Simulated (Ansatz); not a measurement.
Rb$_{2}$NiO$_{2}$:
Space group I4/mmm (No. 139); a = b = 4.1533 Å, c = 13.0891 Å, α = β = γ = 90.00°

```tsv
atom	site	symmetry	x	y	z
Rb	4e	4mm	0.0000	0.0000	0.3477
Ni	2a	4/mmm	0.0000	0.0000	0.0000
O	4e	4mm	0.0000	0.0000	0.1287
```
(The calculation used a cell of 5 atoms; values per cell refer to that cell.)
The run is spin-polarised, in the one order tried: ferromagnetic.

Relaxed at zero pressure with DFT-r²SCAN in the program Ansatz with PAW potentials.

Task: The volume is lowered by 6 % and shape and atoms relax at that volume. What pressure results, and how do the axes share the change?

Result: 2.1 GPa; a -2.5 %, b -2.5 %, c -1.2 %; the energy rises by 8 meV/atom.

Task: Give the new structure.

Result: 
Space group I4/mmm (No. 139); a = 4.051 Å, b = 4.051 Å, c = 12.932 Å, α = 90.00°, β = 90.00°, γ = 90.00°

| atom | site | symmetry | x | y | z |
|---|---|---|---|---|---|
| Rb | 4e | 4mm | 0.0000 | 0.0000 | 0.3473 |
| Ni | 2a | 4/mmm | 0.0000 | 0.0000 | 0.0000 |
| O | 4e | 4mm | 0.0000 | 0.0000 | 0.1299 |

The phase is kept; no other phase was compared at this pressure.

The workflow started from a Materials Project entry (that database holds measured and hypothetical structures alike); the Crystallography Open Database files this formula in space group No. 139, but the cells were not matched. Its standing as an ambient phase is unchecked. Symmetry was held in the r²SCAN relaxation; whether a distortion lowers the energy is not shown. The final state is ferromagnetic, the only order run, not a proven ground state. The cell computed holds one magnetic atom, so no antiferromagnetic order was within reach. Other orbital occupations within this spin state were not tried. No Hubbard U is applied.

Potentials: the later of the program's two PAW sets.
